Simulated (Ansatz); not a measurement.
V₂O₅:
Space group P2₁/m (No. 11); a = 6.272 Å, b = 3.533 Å, c = 7.133 Å, α = 90.00°, β = 90.34°, γ = 90.00°

| atom | site | symmetry | x | y | z |
|---|---|---|---|---|---|
| V | 2e | m | 0.2577 | 0.7500 | 0.2787 |
| V | 2e | m | 0.1957 | 0.2500 | 0.9006 |
| O | 2e | m | 0.2611 | 0.2500 | 0.1932 |
| O | 2e | m | 0.0368 | 0.2500 | 0.7024 |
| O | 2e | m | 0.5609 | 0.7500 | 0.1756 |
| O | 2e | m | 0.8534 | 0.2500 | 0.0325 |
| O | 2e | m | 0.6785 | 0.2500 | 0.5097 |

Relaxed with r²SCAN+D4.

Task: Which orbitals make up the states near the band edges in plane-wave PAW r²SCAN+D4 (Ansatz code)?

Result: Top 1 eV of the valence band: O 2p 92 %, V 3d 6 %. Bottom 1 eV of the conduction band: V 3d 84 %, O 2p 14 %. Projections are on Löwdin-orthogonalised atomic valence shells; empty p or d shells of many metals are not among them.

Task: Tabulate the density of states.

Result: States/eV per cell of 14 atoms, in 0.25 eV bins, energy from the valence-band maximum.

```csv
E (eV),total,O 2p,V 3d,O 2s
-5.46,0.00,0.00,0.00,0.00
-5.21,8.78,6.25,2.21,0.03
-4.96,8.31,5.65,2.39,0.04
-4.71,13.66,9.26,3.96,0.11
-4.46,10.23,6.74,3.17,0.08
-4.21,11.57,7.93,3.30,0.08
-3.96,8.53,6.04,2.24,0.08
-3.71,10.38,7.49,2.58,0.11
-3.46,11.08,8.08,2.67,0.12
-3.21,11.85,8.79,2.70,0.13
-2.96,12.27,9.24,2.59,0.18
-2.71,11.98,8.93,2.69,0.15
-2.46,11.18,8.37,2.45,0.16
-2.21,13.71,10.36,2.93,0.20
-1.96,12.64,9.93,2.28,0.19
-1.71,12.93,10.28,2.27,0.15
-1.46,11.17,9.23,1.65,0.10
-1.21,10.56,9.25,1.02,0.10
-0.96,15.30,13.74,1.21,0.12
-0.71,10.24,9.29,0.72,0.09
-0.46,11.13,10.36,0.57,0.08
-0.21,11.58,10.93,0.48,0.05
0.04,0.92,0.88,0.03,0.00
0.29,0.00,0.00,0.00,0.00
0.54,0.00,0.00,0.00,0.00
0.79,0.00,0.00,0.00,0.00
1.04,0.00,0.00,0.00,0.00
1.29,0.00,0.00,0.00,0.00
1.54,0.00,0.00,0.00,0.00
1.79,0.19,0.01,0.19,0.00
2.04,2.20,0.16,2.02,0.00
2.29,3.67,0.42,3.21,0.01
2.54,3.32,0.56,2.68,0.04
2.79,5.80,1.23,4.38,0.10
3.04,4.54,0.95,3.40,0.11
3.29,12.78,3.21,9.16,0.20
3.54,14.48,3.97,10.06,0.16
3.79,13.06,3.44,9.01,0.27
4.04,16.30,4.60,10.97,0.31
4.29,11.00,3.33,7.19,0.23
4.54,4.73,1.46,3.08,0.10
4.79,3.77,1.05,2.45,0.16
5.04,4.71,1.32,2.99,0.23
5.29,10.22,2.99,6.41,0.48
5.54,4.88,1.49,3.03,0.21
5.79,6.08,1.90,3.71,0.26
6.04,5.92,1.98,3.51,0.22
6.29,5.70,2.00,3.31,0.19
6.54,4.77,1.73,2.73,0.15
```

Space group P2_1/m. The first step of the workflow began from a Materials Project structure, measured or hypothetical; the Crystallography Open Database copy checked does not list it. COD files the formula under space group No. 31, 59, so this cell is another polymorph or a model. Whether it is the stable phase at ambient conditions was not checked. The cell was relaxed with r²SCAN+D4 under the symmetry of its start; its stability against distortions is not shown here. No spin polarisation was allowed. No Hubbard U is applied.

Potentials: the later of the program's two PAW sets.
